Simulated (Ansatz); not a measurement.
Formation energies in the Al–Ni system, lowest calculated structure of each composition. All values below come from PBEsol (plane waves to 420 eV, PAW, scalar-relativistic; Ansatz, a quantum-chemistry and plane-wave program). Element references, the lowest calculated here: Al (Fm-3m), Ni (Fm-3m, ferromagnetic).

```json
[
 {"phase": "Al", "x(Ni)": "0.000", "space group": "Fm-3m", "E_f (eV/atom)": "0.00"},
 {"phase": "Al3Ni", "x(Ni)": "0.250", "space group": "Pnma", "E_f (eV/atom)": "-0.42"},
 {"phase": "Al3Ni2", "x(Ni)": "0.400", "space group": "P-3m1", "E_f (eV/atom)": "-0.62"},
 {"phase": "AlNi", "x(Ni)": "0.500", "space group": "Pm-3m", "E_f (eV/atom)": "-0.67"},
 {"phase": "AlNi3", "x(Ni)": "0.750", "space group": "Pm-3m", "E_f (eV/atom)": "-0.44"},
 {"phase": "Ni", "x(Ni)": "1.000", "space group": "Fm-3m", "E_f (eV/atom)": "0.00"}
]
```

Problem. Construct the convex hull: which compounds lie on it, and how far above it are the others?

Solution. On the hull: AlNi, AlNi3, Al3Ni, Al3Ni2. 

Problem. Work out the energy of Al3Ni2 against the hull of the other phases.

Solution. At x(Ni) = 0.400 the tie line joins Al3Ni and AlNi; the lever rule gives atom fractions 0.40 and 0.60. The mixture has E_f = 0.40 × (-0.42) + 0.60 × (-0.67) = -0.57 eV/atom, and Al3Ni2 has -0.62. So Al3Ni2 → 1.5 AlNi + 0.5 Al3Ni costs 0.05 eV/atom: Al3Ni2 is stable against it.

Hull of the energies calculated here, no anion corrections, zero temperature, no zero-point energy; an uncalculated phase could lie lower. Values are rounded to 0.01 eV/atom. Spin states reached: non-magnetic, ferromagnetic; non-magnetic ones ran without spin or lost their moments; spin orders were not searched systematically.
